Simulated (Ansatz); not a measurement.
BeS:
```yaml
crystal:
  lattice:
    - [0.00000, 2.41876, 2.41876]
    - [2.41876, 0.00000, 2.41876]
    - [2.41876, 2.41876, 0.00000]
  atoms:
    - { symbol: Be, position: [0.00000, 0.00000, 0.00000] }
    - { symbol: S, position: [0.25000, 0.25000, 0.25000] }
```

Relaxed with PBEsol. Special points in fractions of this cell's reciprocal vectors: Γ (0.000, 0.000, 0.000); X (0.500, 0.000, 0.500); U (0.625, 0.250, 0.625); K (0.375, 0.375, 0.750); L (0.500, 0.500, 0.500); W (0.500, 0.250, 0.750).

List the band energies nearest the valence-band maximum at these points for DFT-PBEsol in the program Ansatz with PAW potentials.

In eV from the valence-band maximum; about four levels below and three above (degenerate sets whole), none deeper than 8.9 eV; points with the same levels are listed once.

```tsv
k	below	above
Γ	0.00 0.00 0.00	5.58 5.58 5.58
X	-5.10 -2.70 -2.70	2.91 4.78 12.75 12.75
U	-4.63 -4.20 -2.24	4.19 7.39 10.50
L	-5.91 -1.05 -1.05	5.38 6.45 6.45
W	-4.31 -3.97 -3.44	6.32 7.93 8.35
```

Space group F-43m (zinc blende). The PBEsol relaxation kept the symmetry of its start.

Potentials: the earlier of the program's two PAW sets. The files were generated under PBE; for other functionals the program regenerates the frozen cores, and for LDA and PBEsol the local potential too.
